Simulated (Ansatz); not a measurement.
Input and command of a plane-wave DFT calculation in Ansatz:

```yaml
crystal:
  lattice:
    - [-1.60755093, 1.60755093, 1.657269]
    - [1.60755093, -1.60755093, 1.657269]
    - [1.60755093, 1.60755093, -1.657269]
  atoms:
    - { symbol: Au, position: [0.0, 0.0, 0.0] }
basis:
  ecutwfc: 500
kpoints:
  mp_grid: { grid: [20, 20, 20] }
hamiltonian:
  xc: r2scan
scf:
  occupations: { method: gaussian, width: 0.15 }
output:
  forces: true
  stress: true
  eigenvalues: true
```

```bash
ansatz run input.yaml --threads 1 --pin off --max-ram 2560MiB --backend cpu --events-out ev --progress --plain --runs-dir out
```

Processor: Intel(R) Xeon(R) Processor @ 2.50GHz (Skylake/Cascade Lake), 1 thread, on a host shared with other jobs.

Problem. Estimate time, memory and problem size.

Solution. About 45 s on 1 thread of Intel(R) Xeon(R) Processor @ 2.50GHz (Skylake/Cascade Lake), on a shared host, peak memory 0.52 GiB. It solves 14 bands at 641 k points (the mesh reduced by symmetry) with about 431 plane waves, in 7 SCF iterations.
